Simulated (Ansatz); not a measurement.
Zr (hcp, Mg type)

```yaml
crystal:
  lattice:
    - [3.23160, 0.00000, 0.00000]
    - [-1.61580, 2.79864, 0.00000]
    - [0.00000, 0.00000, 5.17363]
  atoms:
    - { symbol: Zr, position: [0.33333, 0.66667, 0.75000] }
    - { symbol: Zr, position: [0.66667, 0.33333, 0.25000] }
```

Grid over V/V₀ and (c/a)/(c/a)₀, subscript 0 meaning the relaxed cell; the conventional c axis lies along z; no internal relaxation.

Calculation: PBE (plane waves to 420 eV, PAW, scalar-relativistic; Ansatz, an electronic-structure program). k mesh 17×17×9 (Γ-centred), Fermi-Dirac smearing 0.05 eV. Stress and pressure are positive under compression. With partly filled bands, the response to shear is sensitive to the k mesh, so small differences along c/a are uncertain. The PAW data are Ansatz's earlier set. Zr is run without spin polarisation. Zr was relaxed with its symmetry unable to fall.

At one point of the scan the stress tensor (GPa) is:

```
    3.5      0.0      0.0
    0.0      3.5      0.0
    0.0      0.0      0.2
```

**Question.** Which point is it?
A) V/V₀ = 1.000, (c/a)/(c/a)₀ = 1.013
B) V/V₀ = 0.920, (c/a)/(c/a)₀ = 1.000
C) V/V₀ = 0.947, (c/a)/(c/a)₀ = 1.027
D) V/V₀ = 0.973, (c/a)/(c/a)₀ = 1.040

**Answer.** D, V/V₀ = 0.973, (c/a)/(c/a)₀ = 1.040

(Under strain, the slope of the energy per volume gives the stress and its curvature an elastic modulus.)
